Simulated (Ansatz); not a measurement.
The start is a relaxed Cu cell, doubled along one cell vector, shaken by Gaussian noise of σ = 0.08 Å a coordinate. Cell shape, volume and atoms are optimised at zero target pressure with PBEsol (plane waves to 420 eV, PAW, scalar-relativistic; Ansatz, a first-principles code). The first steps use a coarse 15×15×5 k-mesh.

The start:
```
CELL_PARAMETERS angstrom
     -2.27707     2.27707     1.19971
      2.27707    -2.27707     1.19971
      4.55414     4.55414    -2.39943
ATOMIC_POSITIONS crystal
  Cu 0.76870 0.29410 0.25494
  Cu 0.74298 0.25665 0.75829
  Cu 0.97418 0.95017 0.00553
  Cu 0.95137 0.98563 0.48871
```

| Quantity | Result |
|---|---|
| Largest initial force | 0.99 eV/Å, on Cu3 (atoms numbered as listed) |
| Energy released | 0.39 eV/atom |
| Relative to the parent | It does not go back: it reaches Fm-3m (No. 225), fcc (Cu type), 0.37 eV/atom below the parent |
| Shortest distances (start → end) | The closest pairs of elements (up to four, under 3.6 Å), start → end: Cu–Cu 2.24 → 2.52 Å |
| Optimiser moves | 23 |

Final values are on a 22×22×22 k-mesh of the relaxed cell. No spin polarisation in the result.

Of the parent cell (I4₁/amd (No. 141)): it is a generated cell of Cu: the first start was made by placing the elements on the sites of a structure type, and the end was not matched to a known phase here, so it may be hypothetical. Known forms of Cu include space group No. 225.
